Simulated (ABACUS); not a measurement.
A self-consistent single point of Te₂Mo (P6_3/mmc, 6 atoms in the cell; from Materials Project mp-602, changed as shown) with ABACUS.

Computed with PBE, PseudoDojo 0.5 standard norm-conserving PBE (tails mended) pseudopotentials (plane waves; ABACUS).

The change in words: volume scaled by 1.02. Reference geometry (P6_3/mmc):
```yaml
crystal:
  lattice:
    - [3.56565, 0.00000, 0.00000]
    - [-1.78283, 3.08794, 0.00000]
    - [0.00000, 0.00000, 14.64778]
  atoms:
    - { symbol: Te, position: [0.33333, 0.66667, 0.62782] }
    - { symbol: Te, position: [0.66667, 0.33333, 0.37218] }
    - { symbol: Te, position: [0.66667, 0.33333, 0.12782] }
    - { symbol: Te, position: [0.33333, 0.66667, 0.87218] }
    - { symbol: Mo, position: [0.33333, 0.66667, 0.25000] }
    - { symbol: Mo, position: [0.66667, 0.33333, 0.75000] }
```

Reference input (self-consistent single point, DFT, PBE, plane waves, PseudoDojo 0.5 standard norm-conserving PBE (tails mended) pseudopotentials): KPT = Gamma 5 5 1 0 0 0; basis_type = pw; dft_functional = PBE; ecutwfc = 82.3 Ry; smearing_method = gaussian; smearing_sigma = 0.00367493 Ry; potentials = PseudoDojo 0.5 standard norm-conserving PBE (tails mended); symmetry = 1; symmetry_prec = 1e-05; ks_solver = dav_subspace; scf_nmax = 100; scf_thr = 1.0e-09 Ry. This run's input differs from it in these lines:

```diff
@@ -28,5 +28,5 @@
 LATTICE_VECTORS
-   3.5656500000    0.0000000000    0.0000000000
-  -1.7828250000    3.0879430000    0.0000000000
-   0.0000000000    0.0000000000   14.6477800000
+   3.5892650000    0.0000000000    0.0000000000
+  -1.7946330000    3.1083940000    0.0000000000
+   0.0000000000    0.0000000000   14.7447920000
```

Output, abridged:

```
 SELF-CONSISTENT
 -------------------------------------------
                                 init_chg = atomic

 PW ALGORITHM --------------- ION=   1  ELEC=   1--------------------------------

 Notice: Threshold on eigenvalues was too large.

 Density error is 0.399284801431
                          Error Threshold = 0.000435092530225
 E_KohnSham     -1119.3371958234     -15229.3638465403
 E_Fermi        0.8661271802         11.7842648428

 PW ALGORITHM --------------- ION=   1  ELEC=   2--------------------------------

 Density error is 4.04214131047
                          Error Threshold = 0.000434005218946
   [... lines left out ...]

 Density error is 1.4860000421e-08
                          Error Threshold = 5.28497462791e-11
 E_KohnSham     -1119.5135115499     -15231.7627450677
 E_Fermi        0.8620631506         11.7289708847

 PW ALGORITHM --------------- ION=   1  ELEC=  10--------------------------------

 Density error is 5.56108317641e-10
                          Error Threshold = 1.61521743707e-11
 E_KohnSham     -1119.5135115535     -15231.7627451163
 E_KS(sigma->0) -1119.5135115535     -15231.7627451163
 E_entropy(-TS) -0.0000000000        -0.0000000000
 E_Fermi        0.8620697051         11.7290600630
 charge density convergence is achieved
 final etot is -15231.762745 eV
 EFERMI = 11.729060063 eV

 STATE ENERGY(eV) AND OCCUPATIONS    NSPIN == 1
   [... 53 lines left out ...]

 TOTAL-FORCE (eV/Angstrom)
                       Te1         0.0000000000         0.0000000000         0.0954274066
                       Te2         0.0000000000         0.0000000000        -0.0954274066
                       Te3         0.0000000000         0.0000000000         0.0954274066
                       Te4         0.0000000000         0.0000000000        -0.0954274066
                       Mo1         0.0000000000         0.0000000000         0.0000000000
                       Mo2         0.0000000000         0.0000000000         0.0000000000

 TOTAL-STRESS (KBAR)
       -12.4520140737        -0.0000020030        -0.0000000000
        -0.0000020030       -12.4520194489         0.0000000000
         0.0000000000        -0.0000000000        -1.1834174306
 TOTAL-PRESSURE: -8.695817 KBAR

 --------------------------------------------
 !FINAL_ETOT_IS -15231.7627451162788930 eV
 --------------------------------------------
```

The run converged in 10 iterations. Against the reference run the free energy stays essentially unchanged (within 1 meV/atom), the pressure goes from 0.87 to -0.87 GPa and the largest force goes from 0.172 to 0.095 eV/Å.

Spin-orbit coupling is left out, which matters for bands and gaps with elements this heavy. The structure comes from a collection of computed structures, made at another level of theory; the collection holds predicted forms beside known ones.

Cost on one core: very roughly 2.4 core-minutes.

“Tails mended”: in these copies of the files the far tail of each local potential was reset to the Coulomb form.
